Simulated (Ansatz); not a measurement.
# Computed properties of AlCo3

AlCo$_{3}$:
```yaml
crystal:
  lattice:
    - [3.52924, 0.00000, 0.00000]
    - [0.00000, 3.52924, 0.00000]
    - [0.00000, 0.00000, 3.52924]
  atoms:
    - { symbol: Al, position: [0.00000, 0.00000, 0.00000] }
    - { symbol: Co, position: [0.50000, 0.50000, 0.00000] }
    - { symbol: Co, position: [0.00000, 0.50000, 0.50000] }
    - { symbol: Co, position: [0.50000, 0.00000, 0.50000] }
```
The run is spin-polarised; directions of the spins, atom by atom: 0 ↑ ↑ ↑.

Space group Pm-3m (No. 221), Cu3Au type; conventional cell a = 3.5292 Å, b = 3.5292 Å, c = 3.5292 Å, α = 90.00°, β = 90.00°, γ = 90.00°.

Method: the program Ansatz at the PBEsol level (PAW). Structure relaxed to zero pressure with the same functional. Other levels are named where they apply.

Cell and energy:

```yaml
volume_per_atom: 10.99 Å³
density: 7.70 g/cm³
Formation energy from the elements (no fitted shifts): -0.17 eV/atom
```

Electronic structure:

```yaml
electronic_character: metallic (no gap)
Density of states at the Fermi level: 1.7 states/eV per atom (mean over ±0.08 eV)
```

Magnetism:

```yaml
magnetic_order: ferromagnetic
net_moment: 0.95 μB per atom
```

Mechanics:

```yaml
mechanical_stability: stable (all eigenvalues of C positive)
hill_bulk_and_shear_moduli: 199 and 50.9 GPa
Young's modulus: 141 GPa
Poisson's ratio: 0.38
debye_temperature_from_the_elastic_constants: 389 K
```

The first step of the workflow began from a Materials Project structure, measured or hypothetical; the Crystallography Open Database copy checked does not list it. Its standing as an ambient phase is unchecked. The cell was relaxed with PBEsol under the symmetry of its start; whether a distortion lowers the energy is not shown. The final state is ferromagnetic, chosen from 4 collinear starts compared on coarse meshes (ties went to the first, and starts can fall back to one state), not a proven ground state. As this level gives no gap, shear constants depend on the k-mesh and smearing (Fermi–Dirac, 0.1 eV here). Point labels and valley counts follow the cell and symmetry of the run, lower than the named group. The references are the lowest solids computed at this level, not always the standard phases.

Potentials: the later of the program's two PAW sets.
